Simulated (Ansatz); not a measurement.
Values for one crystal, relaxed and computed with DFT-r²SCAN in the program Ansatz with PAW potentials; other levels are named.

- Volume per atom = 10.85 Å³
- Electronic character = metallic (no gap)
- Formation energy from the elements (no fitted shifts) = 0.62 eV/atom
- Density of states at the Fermi level = 0.94 states/eV per atom (mean over ±0.08 eV)

Question: Which compound is it?
(A) AlB3N3, Amm2 (Pearson symbol oS28)
(B) GaMo3N, anti-perovskite
(C) MgTiNO, P4/nmm (Ti on 2c, N on 2c, Mg on 2c, O on 2c)
(D) NiRhN2, R-3m (Rh on 3b, Ni on 3a, N on 6c)

Answer: D, NiRhN2, R-3m (Rh on 3b, Ni on 3a, N on 6c)

The start of the workflow was typed in or built on a structure type; neither database checked (COD, Materials Project) lists it. Whether it is the stable phase at ambient conditions was not checked. The cell was relaxed with r²SCAN under the symmetry of its start; its stability against distortions is not shown here. The workflow began spin-polarised and lost its moments. Its formation energy is positive at this level, so the cell may be metastable or incomplete. The references are the lowest solids computed at this level, not always the standard phases (solids in place of the gases). Scalar-relativistic: spin–orbit coupling is off unless named, which matters more the heavier the elements.

Potentials: the earlier of the program's two PAW sets. The files were generated under PBE; for other functionals the program regenerates the frozen cores, and for LDA and PBEsol the local potential too.
